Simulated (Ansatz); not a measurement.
An Ansatz (a program for electronic structure) run. Input:

Ansatz 0.2 input:
```yaml
crystal:
  lattice:
    - [0.0, 2.7673974217, 2.7673974217]
    - [2.7673974217, 0.0, 2.7673974217]
    - [2.7673974217, 2.7673974217, 0.0]
  atoms:
    - { symbol: Mn, position: [0.5, 0.5, 0.5], spin: 3.97 }
    - { symbol: Mn, position: [0.25, 0.25, 0.25], spin: -3.97 }
kpoints:
  mp_grid: { grid: [13, 13, 13] }
hamiltonian:
  xc: r2scan
  pseudopotentials: { kind: paw }
magnetization: { spin_polarized: true }
scf:
  occupations: { method: gaussian, width: 0.1 }
checkpoint: { read: metal.run }
output: { write_density: true, elf: true, volumetric_format: npy }
basis: { fft_grid_basis: typed }
```

Output (shortened):

```
Pseudopotential: Mn, paw, valence charge 15
Functional definition: r2SCAN
Crystal: 2 atoms, lattice volume = 42.388 Å³
Basis set: ecut = 500 eV, 1067 PW (Γ), exchange–correlation on 120×120×120 points (64 copies of the dense FFT grid, shifted against one another)
Bands: 23, of which v1, the nominal top of the filled ones, is band 15 counted from 1 (14 counted from 0)
Symmetry: 24 space group operations
Space group: F-43m (ITA 216), of the structure as read, at distance tolerance 3.5e-5 Å
k-points: 84 of 2197 (time reversal used)
Stability of the state it starts from, as read at its close in the collinear treatment (another_mixer)
Starting moments: Σ|m| = 7.94 μB on 2 of 2 sites; this step starts from the density that it was given
iter 1 solved again at ethr=3.59e-8 eV; its pass at ethr=3.10e-3 eV (dr2=1.08e-5 eV) is discarded
SCF iter   1: F=—  HF=-7805.481819 eV  |F-HF|=—  |Δ(HF+E_count)|=         —  Δρ=1.83e-7 (↑1.83e-7 ↓1.73e-7)  dr2=2.56e-11  dr2_τ=3.72e-13  dr2_m=5.49e-12  M= 0.000 μB ∫|m|=7.801 μB  β_m=0.30  ethr=3.59e-8  ⟨swp⟩=3.0  Hψ=25453  notcnv=0
preconditioner: auto → Kerker (q_TF=auto, 2.576 Å⁻¹)
spin=Collinear: Kerker preconditioning applied to the charge; magnetization (m = ρ↑ − ρ↓) channel mixes plain (no charge-response kernel on spin).
SCF iter   2: F=-7805.481819 eV  HF=-7805.481819 eV  |F-HF|=1.00e-10  |Δ(HF+E_count)|=   1.29e-8  Δρ=1.07e-7 (↑1.07e-7 ↓1.07e-7)  dr2=3.99e-12  dr2_τ=4.01e-13  dr2_m=1.08e-12  M=0.000 μB ∫|m|=7.801 μB  ethr=1.00e-12  ⟨swp⟩=6.0  Hψ=13936  notcnv=0
SCF 1 converged in 2 iterations: F = -7805.481819 eV  dr2 = 3.99e-12
Stability not checked (another_mixer)
SCF converged after 2 iterations
Magnetization: 0.0000 μB (15.0000 up, 15.0000 down)
Absolute magnetization: 7.8015 μB (∫|ρ↑−ρ↓|, with the PAW one-centre terms)
Spin contamination: 3.5237 ħ² per cell (⟨S²⟩ above its minimum at these occupations)
Per-site moments (μB) at R_I (Å): [(3.5434619628535096, 0.9886125436933998), (-3.5434619407951495, 0.9886125436933998)]
Free energy (F): -7805.481819 eV
Harris-Foulkes:  -7805.481819 eV  (|F-HF|=1.00e-10)
Internal energy: -7805.475306 eV  (E = F + TS)
E sigma→0 (E₀):  -7805.478563 eV
Entropy (-TS):   -0.006513 eV (-3.257 meV/atom)
Fermi energy:    9.409524 eV
--- Per-component energies (eV) ---
  E_band       = -701.860567
  E_kinetic    = 599.770559
  E_local      = -4949.196196  (includes V_loc(G=0)·N_el)
  E_nonlocal   = 497.504041
  E_hartree    = 2041.478638
  E_xc         = -214.707085
  E_vxc        = -317.424659  (∫ρ·V_xc dr)
  E_paw        = -2626.472286  (= ΣΔE_a)
  E_vpaw       = -638.225535  (= ΣTr[D̂ρ^β])
  E_aug_tail   = -0.000009  (compensation charges beyond the density's cutoff)
  E_vtau       = 22.753827  (kinetic-family band-sum trace: ∫τ·v_τ [+ j·A + Jᵃ·Aᵃ] dr)
  E_ewald      = -3153.286882
  E_core_change = -0.566086  (= ΣΔE_core)
  E_smearing   = -0.006513  (= −TS)
  E_closure    =  0.000000  (closes the sum)
  Σ components = -7805.481819   (vs F -7805.481819, Δ=0.00e0)
  [band-id]    e_kinetic+e_local+e_nonlocal+2·e_hartree+e_vxc+e_vpaw+e_augmentation_tail+e_vtau = -701.860697   (vs E_band -701.860567, Δ=-1.30e-4)
--- Band table (eV; the first three rows and the last of 168) ---
  k-point 0 ↑: bands = ["-76.0247", "-70.9614", "-43.5043", "-43.5043", "-43.5043", "-38.4489", "-38.4489", "-38.4489", "2.6902", "5.5110", "5.5110", "5.5110", "5.5739", "5.5739", "9.7031", "9.7031", "9.7031", "11.1426", "11.1426", "19.7310", "19.7310", "19.7310", "20.1492"]
  k-point 1 ↑: bands = ["-76.0247", "-70.9615", "-43.5044", "-43.5044", "-43.5044", "-38.4492", "-38.4488", "-38.4488", "2.7868", "5.4897", "5.4897", "5.5082", "5.6038", "5.6038", "9.6427", "9.7223", "9.7223", "11.1309", "11.1309", "18.0666", "19.1150", "19.1150", "20.8190"]
  k-point 2 ↑: bands = ["-76.0245", "-70.9616", "-43.5048", "-43.5048", "-43.5046", "-38.4499", "-38.4486", "-38.4486", "3.0713", "5.4657", "5.4657", "5.5046", "5.6516", "5.6516", "9.4639", "9.7758", "9.7758", "11.1010", "11.1010", "16.1861", "18.4135", "18.4135", "20.6019"]
  k-point 83 ↓: bands = ["-76.0235", "-70.9628", "-43.5100", "-43.5089", "-43.5013", "-38.4560", "-38.4466", "-38.4454", "5.2114", "5.2696", "5.4435", "5.7932", "5.8189", "7.3771", "8.5994", "9.4888", "10.5159", "10.9383", "11.2732", "11.7048", "11.8721", "12.7844", "20.7288"]
```

Cost: about 13 core-seconds (a rough figure) on shared cores.

Space group Fd-3m (diamond). The start of the workflow was typed in or built on a structure type; neither database checked (COD, Materials Project) lists it. It is not the phase usual at ambient conditions (space group No. 217). The cell was relaxed with r²SCAN under the symmetry of its start, as lowered by the spin order; whether a distortion lowers the energy is not shown. The final state is antiferromagnetic, chosen from 4 collinear starts compared on coarse meshes (ties went to the first, and starts can fall back to one state), not a proven ground state. Other orbital occupations within this spin state were not tried. For itinerant 3d metals, meta-GGAs of the SCAN family and hybrids are commonly reported to give too large moments. Point labels and valley counts follow the cell and symmetry of the run, lower than the named group.

Potentials: the later of the program's two PAW sets.

Ansatz is a plane-wave DFT program.
